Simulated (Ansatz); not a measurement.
YSi (rock salt, Fm-3m) at seven volumes, DFT-PBE in the program Ansatz with PAW potentials, scaled uniformly. One row is withheld.

| V (Å³/atom) | P (GPa) |
|---|---|
| 22.369 | 7.39 |
| 23.106 | 4.58 |
| 23.843 | 2.14 |
| 24.581 | 0.00 |
| 25.318 | ? |
| 26.056 | -3.49 |
| 26.793 | -4.89 |

Task: Fit the shown pressures and predict the withheld one.

Result: P = (3/2)B₀(x^(7/2) − x^(5/2))[1 + (3/4)(B′ − 4)(x − 1)] with x = (V₀/V)^(2/3). Least squares on the six rows gives V₀ = 24.581 Å³/atom, B₀ = 66.3 GPa, B′ = 3.56. At V = 25.318, x = 0.9805 and P = -1.86 GPa. The run itself gave -1.87 GPa.

The cell is a constructed one: a structure type filled with these elements; neither database checked (COD, Materials Project) lists it. Its standing as an ambient phase is unchecked. The cell was relaxed with PBE under the symmetry of its start; its stability against distortions is not shown here. The run is not spin-polarised.

Potentials: the later of the program's two PAW sets.
